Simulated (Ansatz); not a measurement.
Computed with DFT PBE, scalar-relativistic, plane waves, PAW in Ansatz. All cells share a 420 eV cutoff and Γ-centred k meshes spaced at most about 0.3 Å⁻¹ (about 0.25 or finer for metals, 2π included). No spin polarisation in the final relaxations.

Each of these unrelaxed guesses is relaxed in cell and atoms within its symmetry. A guess keeps its type if space group and coordination stay and the shape of the cell changes little (axis ratios within about 15 %, angles within 6°); the volume may change.

1. Sn3P4

```cif
data_structure
_symmetry_space_group_name_H-M 'P4/mmm'
_symmetry_Int_Tables_number 123
_cell_length_a 5.3412
_cell_length_b 5.3412
_cell_length_c 6.7255
_cell_angle_alpha 90.000
_cell_angle_beta 90.000
_cell_angle_gamma 90.000
_cell_volume 191.87
loop_
_atom_site_label
_atom_site_type_symbol
_atom_site_symmetry_multiplicity
_atom_site_Wyckoff_symbol
_atom_site_fract_x
_atom_site_fract_y
_atom_site_fract_z
_atom_site_occupancy
Sn1 Sn 1 c 0.50000 0.50000 0.00000 1
Sn2 Sn 2 f 0.00000 0.50000 0.00000 1
P1 P 4 k 0.18314 0.18314 0.50000 1
```

2. IrRh2

```cif
data_structure
_symmetry_space_group_name_H-M 'P-6m2'
_symmetry_Int_Tables_number 187
_cell_length_a 2.6977
_cell_length_b 2.6977
_cell_length_c 13.1196
_cell_angle_alpha 90.000
_cell_angle_beta 90.000
_cell_angle_gamma 120.000
_cell_volume 82.69
loop_
_atom_site_label
_atom_site_type_symbol
_atom_site_symmetry_multiplicity
_atom_site_Wyckoff_symbol
_atom_site_fract_x
_atom_site_fract_y
_atom_site_fract_z
_atom_site_occupancy
Ir1 Ir 2 i 0.66667 0.33333 0.33333 1
Rh1 Rh 1 e 0.66667 0.33333 0.00000 1
Rh2 Rh 2 h 0.33333 0.66667 0.83333 1
Rh3 Rh 1 d 0.33333 0.66667 0.50000 1
```

3. HfZrGe4

```cif
data_structure
_symmetry_space_group_name_H-M 'F-43m'
_symmetry_Int_Tables_number 216
_cell_length_a 7.5307
_cell_length_b 7.5307
_cell_length_c 7.5307
_cell_angle_alpha 90.000
_cell_angle_beta 90.000
_cell_angle_gamma 90.000
_cell_volume 427.07
loop_
_atom_site_label
_atom_site_type_symbol
_atom_site_symmetry_multiplicity
_atom_site_Wyckoff_symbol
_atom_site_fract_x
_atom_site_fract_y
_atom_site_fract_z
_atom_site_occupancy
Zr1 Zr 4 d 0.25000 0.25000 0.75000 1
Hf1 Hf 4 a 0.00000 0.00000 0.00000 1
Ge1 Ge 16 e 0.37505 0.12495 0.12495 1
```

4. LaNbO

```cif
data_structure
_symmetry_space_group_name_H-M 'P6_3mc'
_symmetry_Int_Tables_number 186
_cell_length_a 4.3098
_cell_length_b 4.3098
_cell_length_c 6.9226
_cell_angle_alpha 90.000
_cell_angle_beta 90.000
_cell_angle_gamma 120.000
_cell_volume 111.35
loop_
_atom_site_label
_atom_site_type_symbol
_atom_site_symmetry_multiplicity
_atom_site_Wyckoff_symbol
_atom_site_fract_x
_atom_site_fract_y
_atom_site_fract_z
_atom_site_occupancy
La1 La 2 a 0.00000 0.00000 0.76218 1
Nb1 Nb 2 b 0.66667 0.33333 0.95645 1
O1 O 2 b 0.33333 0.66667 0.04137 1
```

Q: Which guesses survive the relaxation?

A: Guesses 2 and 3 keep their type.

| guess | kept | start group | end group | V start (Å³/atom) | V end | b/a and c/a, end over start | nearest neighbours start | nearest neighbours end |
| --- | --- | --- | --- | --- | --- | --- | --- | --- |
| 1 | no | P4/mmm | P4/mmm | 27.4 | 22.5 | 1.00, 0.48 | P 2, Sn 2/4 | P 2, Sn 10/12 |
| 2 | yes | P-6m2 | P-6m2 | 13.8 | 14.2 | 1.00, 1.00 | Ir 12, Rh 12 | Ir 12, Rh 12 |
| 3 | yes | F-43m | F-43m | 17.8 | 18.8 | 1.00, 1.00 | Ge 6, Hf 16, Zr 16 | Ge 6, Hf 16, Zr 16 |
| 4 | no | P6_3mc | P6_3mc | 18.6 | 17.8 | 1.00, 2.18 | La 9, Nb 7, O 7 | La 3, Nb 3, O 3 |

Neighbours count within 15 % of an atom's shortest distance; end groups are read at 0.02 Å (0.05 Å in metals).

Spin–orbit coupling, which can matter for Hf and Ir, is left out. A magnetic state wasn't ruled out in cells without spin, among them LaNbO P6_3mc. Cells relaxed within their symmetry can be saddle points.

In counts of neighbours, a slash parts the counts of unlike sites.
